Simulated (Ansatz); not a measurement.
Nb3Sn (A15, Cr3Si type)

```
Nb3Sn
1.0
    5.30438     0.00000     0.00000
    0.00000     5.30438     0.00000
    0.00000     0.00000     5.30438
Nb Sn
6 2
Direct
  0.25000   0.00000   0.50000
  0.75000   0.00000   0.50000
  0.00000   0.50000   0.25000
  0.00000   0.50000   0.75000
  0.50000   0.25000   0.00000
  0.50000   0.75000   0.00000
  0.00000   0.00000   0.00000
  0.50000   0.50000   0.50000
```

The slice is a {110} plane (indices of the conventional cell) through the point (0.750, 0.000, 0.500) (fractional), spanned by u = [100] and v = [011] in vectors of this cell: u (5.30 Å) and v (7.50 Å, at 90° to u). It covers one period; positions are fractions (u, v).

Calculation: r2SCAN (plane waves to 500 eV, PAW, scalar-relativistic; Ansatz, a first-principles code). k mesh 9×9×9. Inside the PAW spheres the values are not all-electron values, and peaks at nuclei hang on which shells count as valence. Nb3Sn is run without spin polarisation. Nb3Sn was relaxed with its symmetry unable to fall.

What is the valence density on the shortest Nb–Nb line in this plane (2.65 Å), at its midpoint?

0.43 e/Å³.

What is the ELF at the midpoint of the shortest Nb–Nb line in this plane (2.65 Å)?

0.32.

Sketch the electrostatic potential energy of an electron, from the cell's mean on this plane as a map.


```
|xxxxxxxx  ..  xxxxxxxxxxxxxx  ..  xxxxxx|
|xxxxxxxx  --  xxxxxxxxxxxxxx  --  xxxxxx|
|xxxxxx  ==**==  xxxxxxxxxx  ==**==  xxxx|
|    ..++##%%##++..      ..++##%%##++..  |
|++++**%%%%@@%%%%**++++++**%%%%@@%%%%**++|
|@@@@%%%%######%%%%@@@@@@%%%%######%%%%@@|
|@@@@%%**++==++**%%@@@@@@%%**++==++**%%@@|
|@@%%**--      --**%%@@%%**--      --**%%|
|%%##==          ==##%%##==          ==##|
|##**::  xxxxxx  ::**##**::  xxxxxx  ::**|
|%%**::  xxxxxx  ::**%%**::  xxxxxx  ::**|
|%%##==          ==##%%##==          ==##|
|@@%%**::      ::**%%@@%%**::      ::**%%|
|@@@@**==..  ..==**@@@@@@**==..  ..==**@@|
|@@%%**::      ::**%%@@%%**::      ::**%%|
|%%##==          ==##%%##==          ==##|
|%%**::  xxxxxx  ::**%%**::  xxxxxx  ::**|
|##**::  xxxxxx  ::**##**::  xxxxxx  ::**|
|%%##==          ==##%%##==          ==##|
|@@%%**--      --**%%@@%%**--      --**%%|
|@@@@%%**++==++**%%@@@@@@%%**++==++**%%@@|
|@@@@%%%%######%%%%@@@@@@%%%%######%%%%@@|
|++++**%%%%@@%%%%**++++++**%%%%@@%%%%**++|
|    ..++##%%##++..      ..++##%%##++..  |
|xxxxxx  ==**==  xxxxxxxxxx  ==**==  xxxx|
|xxxxxxxx  --  xxxxxxxxxxxxxx  --  xxxxxx|
|xxxxxxxx  ..  xxxxxxxxxxxxxx  ..  xxxxxx|
|xxxxxxxx      xxxxxxxxxxxxxx      xxxxxx|
```
Scale: ten equal steps from 3.00 (start of ' ') to 11.63 (end of '@'), in the order ' .:-=+*#%@'. Values: electrostatic potential energy of an electron, from the cell's mean, in eV. The map has 20 points along u (two characters each, u = 0 at the left) and 28 along v (v = 0 in the bottom row). Points within 1 Å of a nucleus are blanked (x), as the pseudised field means little there. Values under 3 eV are set to 3. The zero, the cell's mean, hangs on the PAW cores.
